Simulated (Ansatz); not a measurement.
**Zone-centre phonons of SrO at 5.4 GPa: input and output**

Computed with DFT r2SCAN, scalar-relativistic, plane waves, PAW in Ansatz 0.2.0.

Launched with:
```bash
ansatz run input.yaml --threads 1 --pin off --max-ram 2560MiB --backend cpu --events-out ev --progress --plain --runs-dir out
```

Input (bare energies are in eV):
```yaml
crystal:
  lattice:
    - [0.0, 2.5363, 2.5363]
    - [2.5363, 0.0, 2.5363]
    - [2.5363, 2.5363, 0.0]
  atoms:
    - { symbol: Sr, position: [0.0, 0.0, 0.0] }
    - { symbol: O, position: [0.5, 0.5, 0.5] }
basis:
  ecutwfc: 500
kpoints:
  mp_grid: { grid: [8, 8, 8] }
hamiltonian:
  xc: r2scan
scf:
  occupations: { method: fixed }
output:
  eigenvalues: true
phonons:
  method: dfpt
  dielectric: true
  rigid_motions: translations
  eigenvectors: true
```

Results section of the output:
```
--- Phonons (Γ-DFPT): 2 representative perturbations + reference, on 59 of 512 k-points (Σ response iterations 12) ---
  k mesh reduced under 8 symmetry operations, with k and −k counted as one. Each operation leaves every solved perturbation unchanged. A smaller set is not considered because the functional reads the kinetic-energy density
  ASR residual: 7.450e-5 → 0.000e0 eV/Å²; symmetrization residual: 3.535e-6 eV/Å²
  ASR residual per site (eV/Å²): 7.45e-5 1.16e-6
  Γ frequencies (cm⁻¹): 0.00 0.00 0.00 244.17 244.17 244.17
  ε∞ (high-frequency dielectric tensor):
        3.543420    -0.000000     0.000000
        0.000000     3.543420    -0.000000
        0.000000     0.000000     3.543420
  ε⁰ (static dielectric tensor: ions relaxed, cell fixed):
       14.690670    -0.000000     0.000000
        0.000000    14.690670     0.000000
        0.000000     0.000000    14.690670
  ε⁰ − ε∞ (ionic part):
       11.147249     0.000000     0.000000
        0.000000    11.147249     0.000000
        0.000000     0.000000    11.147249
  softest optical mode at Γ: 244.17 cm⁻¹; the repairs (sum rule, projections) moved no ω² at Γ by more than (0.77 cm⁻¹)²
  Born effective charges Z* (e; rows j = field, columns β = displacement):
    site 0:
         2.44176    0.00000    0.00000
         0.00000    2.44176    0.00000
         0.00000    0.00000    2.44176
    site 1:
        -2.44176   -0.00000   -0.00000
         0.00000   -2.44176   -0.00000
         0.00000   -0.00000   -2.44176
  Z* charge neutrality: 2.724e-5 e pre-enforcement
  k-mesh period / interband length: 28.7 Å / 1.34 Å = 21.49 at k = (0.0000, 0.0000, 0.0000), direct gap 4.985 eV — 14 or more, which is no proof of convergence
  optical modes at Γ without the LO–TO term, one row a degenerate level:
      ω (cm⁻¹) modes IR ((D/Å)²/amu)
        244.17      3            30.5023
  optical modes at Γ + LO–TO along q̂ = [1.0000, 0.0000, 0.0000]:
      ω (cm⁻¹) modes IR ((D/Å)²/amu)
        244.17      2            20.3348
        497.16      1            10.1674
  optical modes at Γ + LO–TO along q̂ = [0.0000, 1.0000, 0.0000]:
      ω (cm⁻¹) modes IR ((D/Å)²/amu)
        244.17      2            20.3348
        497.16      1            10.1674
  optical modes at Γ + LO–TO along q̂ = [0.0000, 0.0000, 1.0000]:
      ω (cm⁻¹) modes IR ((D/Å)²/amu)
        244.17      2            20.3348
        497.16      1            10.1674
```

Time: 30 s on 1 thread of Intel(R) Xeon(R) 6975P-C (Granite Rapids) (shared host), peak memory 2.4 GiB.

The cell is the ideal cubic rocksalt prototype.